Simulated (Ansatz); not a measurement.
Ag2S:
```yaml
crystal:
  lattice:
    - [3.46667, 2.32634, 0.00000]
    - [-3.46667, 2.32634, 0.00000]
    - [-0.00185, 0.00000, 7.21168]
  atoms:
    - { symbol: Ag, position: [0.50000, 0.50000, 0.00000] }
    - { symbol: Ag, position: [0.10669, 0.89331, 0.24999] }
    - { symbol: Ag, position: [0.89331, 0.10669, 0.75001] }
    - { symbol: Ag, position: [0.50000, 0.50000, 0.50000] }
    - { symbol: S, position: [0.27324, 0.72676, 0.74996] }
    - { symbol: S, position: [0.72676, 0.27324, 0.25004] }
```

Relaxed with PBEsol. Special points in fractions of this cell's reciprocal vectors: Γ (0.000, 0.000, 0.000); C (0.363, 0.363, 0.000); C2 (-0.363, 0.637, 0.000); Y2 (-0.500, 0.500, 0.000); M2 (-0.500, 0.500, 0.500); D (-0.363, 0.637, 0.500); D2 (0.363, 0.363, 0.500); A (0.000, 0.000, 0.500); L2 (0.000, 0.500, 0.500); V2 (0.000, 0.500, 0.000).

Question: List the band energies nearest the valence-band maximum at these points for PBEsol in the plane-wave PAW code Ansatz.

Answer: In eV from the valence-band maximum; about four levels below and three above (degenerate sets whole), none deeper than 8.9 eV; points with the same levels are listed once.

```
k                     below                above
--  -----------------------  -------------------
Γ    -1.10 -0.88 -0.47 0.00       0.95 1.51 4.71
C   -2.04 -1.74 -1.51 -0.33       1.94 3.49 3.82
Y2  -2.32 -2.28 -0.72 -0.48       1.32 2.29 2.34
M2  -1.39 -1.39 -1.36 -1.36  2.37 2.37 3.66 3.66
D   -1.88 -1.88 -0.74 -0.74  3.35 3.36 3.76 3.76
A   -0.42 -0.42 -0.20 -0.20  1.78 1.78 4.27 4.27
L2  -1.28 -1.28 -0.31 -0.31  1.44 1.45 4.54 4.54
V2  -1.87 -1.49 -0.50 -0.14       2.24 2.49 3.28
```

Space group Cmcm. The workflow started from a Materials Project entry (that database holds measured and hypothetical structures alike); the Crystallography Open Database copy checked does not list it. COD files the formula under space group No. 4, 14, so this cell is another polymorph or a model. Whether it is the stable phase at ambient conditions was not checked. The cell was relaxed with PBEsol under the symmetry of its start; whether a distortion lowers the energy is not shown. No spin polarisation was allowed. Point labels and valley counts follow the cell and symmetry of the run, lower than the named group. Spin–orbit coupling is left out wherever it is not named.

Potentials: the later of the program's two PAW sets.
